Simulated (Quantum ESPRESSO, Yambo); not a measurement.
Levels of theory for the gap of CdO2H2

CdO$_{2}$H$_{2}$ (space group P-3m1, No. 164): one geometry, one set of PBEsol (pw.x of Quantum ESPRESSO, ONCV potentials, without SOC) orbitals, self-energies from Yambo (6×6×4 Γ-centred k mesh, bands 5 to 79 and a 7 Ry block in the screening, 79 bands in G with the Bruneval-Gonze terminator, plasmon pole fitted at 27.2 eV).

Cell and atoms were relaxed with PBE+D3(BJ) from Materials Project entry mp-625548, within its symmetry.

```tsv
level	gap M → Γ (eV)	direct gap at Γ (eV)	rough Yambo cost
PBEsol (Quantum ESPRESSO)	1.59	1.97	–
exchange only (Hartree-Fock self-energy on PBEsol orbitals)	11.16	11.72	about 1/10 (12 states)
static COHSEX@PBEsol	4.07	4.65	within a factor of two (3 states)
G0W0@PBEsol, plasmon pole	3.30	3.81	1 (12 states)
G0W0@PBEsol, multipole fit to 8 frequencies, no terminator	3.17	3.67	within a factor of two (3 states)
```

Bare exchange has no screening and gives the widest gap; static COHSEX screens it but leaves out the frequency dependence, which G0W0 restores.

Costs are rough ratios of core time on shared machines.

Convergence of the G0W0 settings was not tested.

Spin-orbit splittings are left out.

The structure is a Materials Project entry; no match was found in the copy of COD used, and its stability was not checked.
